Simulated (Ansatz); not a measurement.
**Slab of hcp Zn (0001), 6 layers**

The slab is cut from the hcp crystal, the stable phase, as relaxed on PAW files (15.32 Å³/atom), with 16 Å of vacuum and a dipole correction:

```xyz
6
Lattice="2.6356 0.0000 0.0000 -1.3178 2.2825 0.0000 0.0000 0.0000 28.7313" Properties=species:S:1:pos:R:3 pbc="T T T"
Zn    1.9767    0.3804    8.0000
Zn   -0.6589    1.9021   10.5462
Zn    1.9767    0.3804   13.0925
Zn   -0.6589    1.9021   15.6388
Zn    1.9767    0.3804   18.1851
Zn   -0.6589    1.9021   20.7313
```

Level of theory: DFT with PBE, scalar-relativistic, in Ansatz 0.2.0; a Γ-centred 16×16×1 k mesh, Fermi–Dirac smearing of 0.08 eV, no spin polarisation. LAPW: all electrons, basis error target 1 meV/atom; PAW: frozen-core files, cutoff 420 eV.

The bulk energy comes from a cell in the slab's orientation on a 16×16×7 mesh. The surface energy is (E(slab) − N·E(bulk))/2A at zero smearing, the mean of both faces; thin slabs carry quantum-size effects.

**Question.** As cut, the LAPW slab lies 0.247 eV above 6 atoms of bulk. What surface energy is that?

**Answer.** Over two faces of 6.02 Å² it is 20.5 meV/Å², and times 16.02 J/m² per eV/Å² that gives γ = 0.328 J/m².

```tsv
method	γ as cut (J/m²)	γ relaxed (J/m²)	Φ as cut (eV)	Φ relaxed (eV)
LAPW	0.328	0.310	4.11	4.13
PAW	0.328	0.309	4.11	4.13
```

**Question.** How do the spacings between the planes relax?

**Answer.** From the bottom face up: d12 -0.9 % of 2.546 Å, d23 -3.9 % of 2.546 Å, d34 -2.0 % of 2.546 Å, d45 -3.9 % of 2.546 Å, d56 -0.9 % of 2.546 Å.

**Question.** A field of 0.1 V/Å is applied along the normal, atoms held. What follows?

**Answer.** LAPW finds an induced dipole of 0.0517 e·Å a cell (PAW 0.0517), that is 15.55 Å for 4πα over the area, against 12.44 Å between the outer atoms.

**Question.** A 2p core hole is made on one atom of each kind in every 1×1 cell (PAW hole dataset, neutral cell, valence without spin). What does it cost by layer?

**Answer.** layer 1 1025.79 eV, layer 2 1025.89 eV, layer 3 1025.89 eV. Shifts between layers mean more than the absolute values, and a whole layer of holes screens otherwise than one hole.
